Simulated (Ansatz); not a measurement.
ZnAs₂I₂: reading a single point

```
CELL_PARAMETERS angstrom
4.95784 0.00000 0.00000
-2.47892 4.29362 0.00000
0.00000 0.00000 7.94899
ATOMIC_POSITIONS crystal
I 0.33330 0.66670 0.36944
I 0.66670 0.33330 0.63056
As 0.33330 0.66670 0.76793
As 0.66670 0.33330 0.23207
Zn 0.00000 0.00000 0.00000
```

The numbers come from plane-wave PAW DFT (Ansatz): PBE, no spin polarisation, 420 eV, 8×8×5 Γ-centred k points, fermi-dirac occupations (width 0.1 eV). Nothing was relaxed.

**Stress.** The pressure is -1.8 GPa (compression positive), so with the atoms held at these fractions the cell would first shrink; the forces are large, so a full relaxation may end otherwise.
**Forces.** The largest is on I1 (and as large on other atoms): 1.02 eV/Å, components (0.00, 0.00, -1.02). It makes 69° with the line to a nearest neighbour, As4 at 3.06 Å.
**Formation energy.** 0.80 eV an atom against the elements' usual phases (free molecules for gases, crystals otherwise, with no correction for O₂ or N₂), so at this geometry it isn't bound against them. Relaxing would lower it.
**At the Fermi level.** It is a metal, with about 5.3 states/eV a cell as the mean within 0.25 eV of the Fermi level, mostly As p (65 %) and I p (25 %).

Origin: a known structure type with other elements, at an estimated volume, so it need not be a known compound. Caveats: many states at the Fermi level without spin polarisation, so a magnetic state may lie lower.
